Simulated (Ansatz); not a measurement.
Given:

Hf2C:
```cif
data_C2Hf4
_chemical_formula_sum 'Hf4 C2'
_space_group_name_H-M_alt 'P 1'
_space_group_IT_number 1
_cell_length_a 3.60712
_cell_length_b 3.60712
_cell_length_c 6.85439
_cell_angle_alpha 90.000
_cell_angle_beta 90.000
_cell_angle_gamma 90.000
loop_
_space_group_symop_operation_xyz
  'x, y, z'
loop_
_atom_site_label
_atom_site_type_symbol
_atom_site_fract_x
_atom_site_fract_y
_atom_site_fract_z
_atom_site_occupancy
Hf1 Hf 0.00000 0.00000 0.00000 1
Hf2 Hf 0.50000 0.50000 0.00000 1
Hf3 Hf 0.50000 0.00000 0.36915 1
Hf4 Hf 0.00000 0.50000 0.63085 1
C1 C 0.50000 0.00000 0.72855 1
C2 C 0.00000 0.50000 0.27145 1
```

This is the r²SCAN-relaxed structure.

Q: All from r²SCAN (plane waves, PAW; program Ansatz), unless another level is named. Give the electronic character.

A: metallic (no gap).

Q: What about the density of states at the Fermi level?

A: 0.38 states/eV per atom (mean over ±0.08 eV).

Q: And the formation energy from the elements (no fitted shifts)?

A: 115 meV/atom.

Space group P4/nmm. A made-up cell: these elements were put on the sites of a structure type; neither database checked (COD, Materials Project) lists it. Whether it is the stable phase at ambient conditions was not checked. Symmetry was held in the r²SCAN relaxation; whether a distortion lowers the energy is not shown. The run is not spin-polarised. The references are the lowest solids computed at this level, not always the standard phases. Scalar-relativistic: spin–orbit coupling is off unless named, which matters more the heavier the elements.

Potentials: the earlier of the program's two PAW sets.
